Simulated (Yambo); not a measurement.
CdPbF6 (space group R-3, No. 148); a = 5.9542 Å, b = 5.9542 Å, c = 5.9542 Å, α = 52.72°, β = 52.72°, γ = 52.72°. With the G0W0 scissor the direct gap on the mesh is 4.86 eV. Axes are Cartesian, with cell vectors (Å) (2.64, 1.53, 5.11), (-2.64, 1.53, 5.11), (0.00, -3.05, 5.11).

**Question.** Can the lowest exciton of this BSE run be trusted, and with what binding energy? (Yambo, PBEsol bands; 4×4×4 mesh, 23 valence and 3 conduction bands, static screening with 84 bands and a 3 Ry block, scissor 2.44 eV, Tamm-Dancoff.)

**Answer.** The mesh holds a bound state, but the numbers are provisional. These are vertical excitations (zero momentum). The lowest state lies at 3.78 eV (dark for light along x, 2 states within 2 meV), the direct quasiparticle gap on this mesh at 4.86 eV. Its binding energy, counted from that gap, is 1.08 eV; it spreads over about 17 k points of the mesh. On a 2×2×2 mesh the same difference is 1.45 eV, so it isn't converged. The first optically allowed state is at 4.08 eV. The scissor comes from a G0W0 run whose convergence isn't established. Spin-orbit coupling is left out; with 6p states at a band edge it can lower the gap by many tenths of an eV, most of a small gap.

The standard potential for Pb keeps a d shell in the valence without the s and p states of that shell. In tests on such compounds this moved G0W0 gaps by up to about 0.9 eV, so absolute quasiparticle energies here are unreliable; differences between settings are what counts.

Geometry of the Materials Project entry, not relaxed at this level.

The structure is a Materials Project entry; no match was found in the copy of COD used, and its stability was not checked.
